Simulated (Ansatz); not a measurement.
GaSb:
```
GaSb
1.0
    0.00000     2.89887     2.89887
    2.89887     0.00000     2.89887
    2.89887     2.89887     0.00000
Sb Ga
1 1
Direct
  0.00000   0.00000   0.00000
  0.50000   0.50000   0.50000
```

This is the PBE-relaxed structure.

**Question.** All from PBE (plane waves, PAW; program Ansatz), unless another level is named. Predict the Young's modulus.

**Answer.** 44.2 GPa.

**Question.** Next, the highest zone-centre frequency?

**Answer.** 107 cm⁻¹.

Space group Fm-3m (rock salt). A made-up cell: these elements were put on the sites of a structure type; neither database checked (COD, Materials Project) lists it. It is not the phase usual at ambient conditions (space group No. 216). The cell was relaxed with PBE under the symmetry of its start; of distortions, only those at the zone centre were tested. As this level gives no gap, phonon frequencies hold no LO–TO term and depend on the k-mesh and smearing (Fermi–Dirac, 0.1 eV here). Spin–orbit coupling is left out wherever it is not named.

Potentials: the later of the program's two PAW sets.
